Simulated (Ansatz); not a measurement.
With plane-wave PAW PBE (Ansatz code), Y3Si5 in the hexagonal phase (P-62m; Y on 3f, Si on 2d, Si on 3g) relaxes to a = 6.584 Å, c = 4.194 Å. Its formation energy from the elements is -0.69 eV/atom, with no fitted shifts.

Electronic character: metallic (no gap). Gap from PBE with spin–orbit coupling: none (metallic).

The bulk modulus is 77.2 GPa.

The start of the workflow was typed in or built on a structure type; neither database checked (COD, Materials Project) lists it. Whether it is the stable phase at ambient conditions was not checked. The cell was relaxed with PBE under the symmetry of its start; its stability against distortions is not shown here. The run is not spin-polarised. The references are the lowest solids computed at this level, not always the standard phases. Scalar-relativistic: spin–orbit coupling is off unless named, which matters more the heavier the elements.

Potentials: the later of the program's two PAW sets.
